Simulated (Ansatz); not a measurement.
Space group I4/mmm (No. 139). a = 4.017 Å, b = 4.017 Å, c = 12.791 Å, α = 90.00°, β = 90.00°, γ = 90.00°
```csv
atom,site,symmetry,x,y,z
Ba,2a,4/mmm,0.0000,0.0000,0.0000
As,4e,4mm,0.0000,0.0000,0.3577
Rh,4d,-4m2,0.0000,0.5000,0.2500
```

Equation of state of this BaAs2Rh2 structure (not necessarily the ground state), with shape and atoms relaxed at each volume where symmetry leaves them free. It has no gap at any of these volumes. Theory: Ansatz, DFT PBEsol, scalar-relativistic, plane waves, PAW.

Plane waves to 420 eV, a k mesh through Γ of 12×12×12 on the computed 5-atom cell and Gaussian smearing (0.10 eV); no spin polarisation.

```
V (Å³/atom) E − E(largest V) (meV/atom) P (GPa)
     19.404                         4.17     5.97
     20.023                       -12.36     2.71
     20.642                       -17.37     0.00
     21.262                       -12.72    -2.30
     21.881                         0.00    -4.19
```

Task: Fit a third-order Birch–Murnaghan equation to E(V).

Result: V0 = 20.64 Å³/atom, B0 = 83 GPa, B0' = 4.9.

Spin-orbit coupling is left out, which matters for the bands of heavy elements.